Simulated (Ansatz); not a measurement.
Simulated powder pattern, Cu Kα, λ = 1.54184 Å (kinematic, ideal powder, no thermal factors, no anomalous dispersion; the 30 strongest lines at most, above 1 %, up to 2θ = 90°):

| 2θ (°) | I/Imax (%) |
|---|---|
| 12.07 | 4.5 |
| 17.10 | 18 |
| 20.98 | 40 |
| 24.28 | 27 |
| 27.19 | 15 |
| 29.85 | 34 |
| 32.30 | 91 |
| 36.77 | 100 |
| 40.81 | 10 |
| 44.55 | 5.9 |
| 49.74 | 9.4 |
| 51.38 | 31 |
| 52.98 | 13 |
| 54.55 | 51 |
| 56.09 | 4.6 |
| 59.09 | 4.1 |
| 60.56 | 5.7 |
| 62.00 | 7.0 |
| 63.43 | 9.6 |
| 66.23 | 20 |
| 67.60 | 11 |
| 71.66 | 5.5 |
| 74.31 | 9.0 |
| 75.62 | 10 |
| 79.51 | 6.6 |
| 80.80 | 3.7 |
| 82.08 | 6.6 |
| 84.63 | 3.4 |
| 87.17 | 18 |
| 89.70 | 5.8 |

The pattern belongs to a structure relaxed with plane-wave PAW PBE (Ansatz code).

### Question
Pick the material that matches.
(A) Ba4Si23, I-43m (Pearson symbol cI54)
(B) SiGe, CsCl type
(C) HfSi, rock salt
(D) SiO2, CdI2 type

### Answer
A, Ba4Si23, I-43m (Pearson symbol cI54)

### Question
Give the lattice parameters.

### Answer
a = 10.370 Å.

The start of the workflow was typed in or built on a structure type; neither database checked (COD, Materials Project) lists it. Its standing as an ambient phase is unchecked. Symmetry was held in the PBE relaxation; whether a distortion lowers the energy is not shown. Spin–orbit coupling is left out wherever it is not named.

Potentials: the later of the program's two PAW sets.
